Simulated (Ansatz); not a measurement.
**Structures of Be$_{3}$C$_{2}$: which is lowest?**

Plane-wave DFT in Ansatz with scalar-relativistic PAW potentials, cutoff 500 eV, Γ-centred meshes chosen by cell and gap, Gaussian smearing with energies taken to zero width. Every cell was relaxed (cell and atoms) in a run of its own, within the symmetry of its start. Functional: r2SCAN.

Relaxed structures (starts from databases or built by putting these elements on another compound's sites):
A. P-3m1, 5 atoms in the computed cell, a = 3.025 Å, c = 4.502 Å; sites (symmetry × multiplicity) Be -3m. × 1 + 3m. × 2, C 3m. × 2; start: built
B. R-3m, 5 atoms in the computed cell, a = 3.064 Å, c = 12.741 Å; sites (symmetry × multiplicity) Be -3m × 3 + 3m × 6, C 3m × 6; start: built

Task: Rank them by energy. Could pressure change the order?

Result:
| structure | group | E − E(lowest) (meV/atom) | V (Å³/atom) | gap on mesh (eV) |
| --- | --- | --- | --- | --- |
| A | P-3m1 | 0.0 | 7.13 | 0.00 |
| B | R-3m | 66 | 6.91 | 0.51 |

A is lowest, 66 meV/atom under B. B is denser by 0.23 Å³/atom, so pressure favours it: ΔE/ΔV, with ΔE in eV and 1 eV/Å³ = 160.2 GPa, gives about 47 GPa for equal enthalpy if both cells were rigid; at such pressures compression changes ΔV much, so this is a scale only. Other structures may lie lower than all of these, and vibrations aren't counted.